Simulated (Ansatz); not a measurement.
Values for one crystal, relaxed and computed with DFT-r²SCAN in the program Ansatz with PAW potentials; other levels are named.

- Volume per atom = 11.86 Å³
- Band gap = 4.31 eV (direct)
- Formation energy from the elements (no fitted shifts) = -272 kJ/mol of atoms
- Bulk modulus (Birch–Murnaghan fit) = 125 GPa
- Hole effective mass = 0.42, 9.4, 9.4 mₑ (principal values)
- Conduction-band minimum = at Γ
- Valence-band maximum = at Γ

Q: Pick the material that matches.
A) MgSe, zinc blende
B) Li2O, anti-fluorite
C) MgO, P6_3mc (Mg on 2b, Mg on 2a, O on 2b, O on 2a)
D) YMnO3, Pnma (Y on 4c, Mn on 4a, O on 4c, O on 8d)

A: C, MgO, P6_3mc (Mg on 2b, Mg on 2a, O on 2b, O on 2a)

The first step of the workflow began from a Materials Project structure, measured or hypothetical; the Crystallography Open Database copy checked does not list it. It is not the phase usual at ambient conditions (space group No. 225). The cell was relaxed with r²SCAN under the symmetry of its start; whether a distortion lowers the energy is not shown. The references are the lowest solids computed at this level, not always the standard phases (solids in place of the gases).

Potentials: the later of the program's two PAW sets.
